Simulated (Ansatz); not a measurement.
An Ansatz (an electronic-structure program) run. Input:

Ansatz 0.2 input:
```yaml
crystal:
  lattice:
    - [3.85850178, 0.0, 0.0]
    - [0.0, 7.673460376, 0.0]
    - [-0.0026140804, 0.0, 7.4766441596]
  atoms:
    - { symbol: W, position: [0.9526996075, 0.2787497695, 0.2522753149] }
    - { symbol: W, position: [0.0473003925, 0.7212502305, 0.7477246851] }
    - { symbol: W, position: [0.0473003925, 0.7787497695, 0.2477246851] }
    - { symbol: W, position: [0.9526996075, 0.2212502305, 0.7522753149] }
    - { symbol: O, position: [0.9959092315, 0.9907165522, 0.7317796471] }
    - { symbol: O, position: [0.0040907685, 0.0092834478, 0.2682203529] }
    - { symbol: O, position: [0.0040907685, 0.4907165522, 0.7682203529] }
    - { symbol: O, position: [0.9959092315, 0.5092834478, 0.2317796471] }
    - { symbol: O, position: [0.0001839724, 0.7317752053, 0.4987866598] }
    - { symbol: O, position: [0.9998160276, 0.2682247947, 0.5012133402] }
    - { symbol: O, position: [0.9998160276, 0.2317752053, 0.0012133402] }
    - { symbol: O, position: [0.0001839724, 0.7682247947, 0.9987866598] }
    - { symbol: O, position: [0.5076981426, 0.7390000574, 0.7501014228] }
    - { symbol: O, position: [0.4923018574, 0.2609999426, 0.2498985772] }
    - { symbol: O, position: [0.4923018574, 0.2390000574, 0.7498985772] }
    - { symbol: O, position: [0.5076981426, 0.7609999426, 0.2501014228] }
kpoints:
  mp_grid: { grid: [7, 4, 4] }
basis: { xc_grid: 2 }
hamiltonian:
  xc: pbesol
  pseudopotentials: { kind: paw }
scf:
  occupations: { method: fixed }
checkpoint: { read: static.run }
output: { write_density: true, elf: true, volumetric_format: npy }
```

Output (shortened):

```
Pseudopotential: W, paw, valence charge 14
Pseudopotential: O, paw, valence charge 6
Functional definition: PBEsol
Crystal: 16 atoms, lattice volume = 221.369 Å³
Basis set: ecut = 420 eV, 4325 PW (Γ), exchange–correlation on 54×108×100 points (8 copies of the dense FFT grid, shifted against one another)
Bands: 80, of which v1, the nominal top of the filled ones, is band 64 counted from 1 (63 counted from 0)
Symmetry: 4 space group operations
Space group: P21/c (ITA 14), of the structure as read, at distance tolerance 6.0e-5 Å
k-points: 45 of 112
Stability of the state it starts from, as read at its close in the unpolarized treatment …
iter 1 solved again at ethr=2.72e-8 eV; its pass at ethr=3.10e-3 eV (dr2=3.48e-5 eV) is discarded
SCF iter   1: F=—  HF=-47760.902952 eV  |F-HF|=—  |Δ(HF+E_count)|=         —  Δρ=2.90e-7  dr2=1.54e-10  ethr=2.72e-8  ⟨swp⟩=4.0  Hψ=23679  notcnv=0  defer=629
preconditioner: auto → Resta (q_TF=auto, 2.490 Å⁻¹)
SCF iter   2: F=-47760.902952 eV  HF=-47760.902952 eV  |F-HF|=1.16e-10  |Δ(HF+E_count)|=   3.19e-9  Δρ=1.54e-7  dr2=7.29e-11  ethr=1.00e-12  ⟨swp⟩=13.1  Hψ=17635  notcnv=0
SCF 1 converged in 2 iterations: F = -47760.902952 eV  dr2 = 7.29e-11
SCF converged after 2 iterations
Free energy (F): -47760.902952 eV
Harris-Foulkes:  -47760.902952 eV  (|F-HF|=1.16e-10)
Internal energy: -47760.902952 eV  (E = F + TS)
E sigma→0 (E₀):  -47760.902952 eV
Fermi energy:    5.828880 eV
--- Per-component energies (eV) ---
  E_band       = -1413.223754
  E_kinetic    = 3874.546100
  E_local      = -10864.601563  (includes V_loc(G=0)·N_el)
  E_nonlocal   = 581.289864
  E_hartree    = 3991.194242
  E_xc         = -1920.113753
  E_vxc        = -2055.681513  (∫ρ·V_xc dr)
  E_paw        = -35568.509814  (= ΣΔE_a)
  E_vpaw       = -931.194674  (= ΣTr[D̂ρ^β])
  E_aug_tail   = 0.029587  (compensation charges beyond the density's cutoff)
  E_ewald      = -7856.048238
  E_core_change = 1.310624  (= ΣΔE_core)
  E_smearing   =  0.000000  (= −TS)
  E_closure    =  0.000000  (closes the sum)
  Σ components = -47760.902952   (vs F -47760.902952, Δ=0.00e0)
  [band-id]    e_kinetic+e_local+e_nonlocal+2·e_hartree+e_vxc+e_vpaw+e_augmentation_tail = -1413.223716   (vs E_band -1413.223754, Δ=3.85e-5)
--- Band table (eV; the first three rows and the last of 45) ---
  k-point 0: bands = ["-68.5786", "-68.5784", "-68.5783", "-68.5780", "-32.9591", "-32.9560", "-32.9162", "-32.9147", "-32.9110", "-32.9093", "-32.8860", "-32.8809", "-32.8673", "-32.8638", "-32.8313", "-32.8276", "-12.3968", "-12.0897", "-12.0134", …
  k-point 1: bands = ["-68.5786", "-68.5784", "-68.5783", "-68.5781", "-32.9587", "-32.9565", "-32.9116", "-32.9110", "-32.9044", "-32.9014", "-32.8858", "-32.8807", "-32.8683", "-32.8633", "-32.8431", "-32.8390", "-12.3045", "-12.0419", "-11.9745", …
  k-point 2: bands = ["-68.5784", "-68.5784", "-68.5782", "-68.5782", "-32.9577", "-32.9577", "-32.9110", "-32.9110", "-32.8868", "-32.8868", "-32.8779", "-32.8779", "-32.8697", "-32.8697", "-32.8591", "-32.8591", "-12.1400", "-12.1400", "-11.7983", …
  k-point 44: bands = ["-68.5783", "-68.5783", "-68.5780", "-68.5780", "-32.9611", "-32.9611", "-32.9592", "-32.9592", "-32.9106", "-32.9106", "-32.9046", "-32.9046", "-32.8925", "-32.8925", "-32.8389", "-32.8389", "-11.7552", "-11.7552", "-11.1637", …
```

Cost: around 40 core-seconds (rough) on shared cores.

Space group P2_1/c. The first step of the workflow began from a Materials Project structure, measured or hypothetical; the Crystallography Open Database files this formula in space group No. 14, but the cells were not matched. Whether it is the stable phase at ambient conditions was not checked. Symmetry was held in the PBEsol relaxation; its stability against distortions is not shown here. No spin polarisation was allowed. No Hubbard U is applied. Spin–orbit coupling is left out wherever it is not named.

Potentials: the later of the program's two PAW sets.

Ansatz is a plane-wave DFT program.
